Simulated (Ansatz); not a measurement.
Space group P6/mmm (No. 191). a = 4.843 Å, b = 4.843 Å, c = 2.932 Å, α = 90.00°, β = 90.00°, γ = 120.00°
```
atom site symmetry x y z
  Sc    1a     6/mmm  0.0000  0.0000  0.0000
  Co    3g mmm  0.5000  0.0000  0.5000
   B    2c      -6m2  0.3333  0.6667  0.0000
```

Equation of state of this ScCo3B2 structure (not necessarily the ground state), with shape and atoms relaxed at each volume where symmetry leaves them free. It has no gap at any of these volumes. The calculation used DFT PBEsol, scalar-relativistic, plane waves, PAW in Ansatz 0.2.0.

Settings: cutoff 420 eV, Γ-centred mesh 12×12×12 on the computed 6-atom cell, Gaussian smearing of 0.10 eV; no spin polarisation.

```
V (Å³/atom) E − E(largest V) (meV/atom) P (GPa)
      9.327                         5.13    17.00
      9.625                       -17.64     7.81
      9.922                       -24.61    -0.04
     10.220                       -18.07    -6.76
     10.518                         0.00   -12.49
```

Fit a third-order Birch–Murnaghan equation to E(V).

V0 = 9.92 Å³/atom, B0 = 242 GPa, B0' = 4.2.

Cost: 5 runs of about 11 core-minutes in all, on Arm Neoverse N1 (shared hosts).